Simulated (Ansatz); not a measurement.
Re:
```
CELL_PARAMETERS angstrom
      2.73816     0.00000     0.00000
     -1.36908     2.37132     0.00000
      0.00000     0.00000     8.82443
ATOMIC_POSITIONS crystal
  Re 0.00000 0.00000 0.00000
  Re 0.00000 0.00000 0.50000
  Re 0.33333 0.66667 0.25000
  Re 0.66667 0.33333 0.75000
```

Relaxed with LDA. Special points in fractions of this cell's reciprocal vectors: Γ (0.000, 0.000, 0.000); M (0.500, 0.000, 0.000); K (0.333, 0.333, 0.000); A (0.000, 0.000, 0.500); L (0.500, 0.000, 0.500); H (0.333, 0.333, 0.500).

### Question
List the band energies nearest the Fermi level at these points for LDA in the plane-wave PAW code Ansatz.

### Answer
In eV from the Fermi level; about four levels below and three above (degenerate sets whole), none deeper than 8.9 eV; points with the same levels are listed once.

```csv
k,below,above
Γ,-1.32 -1.32 -1.19 -1.19,0.61 0.61 0.70
M,-2.87 -2.17 -2.11 -0.82,0.28 0.28 1.29
K,-2.25 -2.25 -2.22 -0.08 -0.08,1.68 1.68 3.08
A,-1.55 -1.55 -1.55 -1.55 -1.02 -1.02,1.18 1.18 1.18 1.18
L,-1.53 -1.53 -0.60 -0.60,0.36 0.36 2.79 2.79
H,-2.27 -2.27 -0.05 -0.05,1.08 1.08 3.31 3.31
```

Space group P6_3/mmc (dhcp (α-La type)). The workflow started from a Materials Project entry (that database holds measured and hypothetical structures alike). Its sites differ from those of the usual phase in this space group: another stacking or structure type. Symmetry was held in the LDA relaxation; whether a distortion lowers the energy is not shown. The run is not spin-polarised. Spin–orbit coupling is left out wherever it is not named.

Potentials: the earlier of the program's two PAW sets.
